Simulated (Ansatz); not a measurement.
Sb: experiment and calculation

**The experiment to reproduce.**

“Effect of pressure on the Raman modes of antimony”, 2006, arxiv:cond-mat/0608676 quotes, for a bulk crystal of Sb at 4 K: lattice constant a 4.3007 Å.

The runs below are set against these values where they give the same quantity.

These are results of DFT PBE+D3(BJ), scalar-relativistic, plane waves, PAW in Ansatz 0.2.0, not measurements.

Cutoff 420 eV; k points 12×12×12 on the computed 2-atom cell (Γ-centred); Gaussian smearing, width 0.10 eV; no spin polarisation.

Relaxed structure, symmetry kept:

```
Sb
1.0
     2.16161    1.24801    3.67967
    -2.16161    1.24801    3.67967
     0.00000   -2.49601    3.67967
Sb
2
Direct
  0.23615 0.23615 0.23615
  0.76385 0.76385 0.76385
```

| Item | Value |
| --- | --- |
| Space group | R-3m (No. 166) |
| Volume per atom | 29.78 Å³ |
| Kohn–Sham band gap | none (metal) |
| Density of states at the Fermi level | 0.04 states/eV per cell (so small that it hangs on the mesh: a semimetal, or crossings between mesh points) |
| Löwdin character within 0.5 eV of the Fermi level | Sb 5p 83 %, Sb 5s 13 % |
| Bader charges (e) | Sb (2 in the cell) 0.00 |

Spin-orbit coupling is left out, which matters for the bands of heavy elements.

Against the measured lattice constant a of Sb, 4.3007 Å (4 K; quoted in the paper above), the calculated 4.323 Å is off by +0.5 %. The calculation is for 0 K without zero-point motion.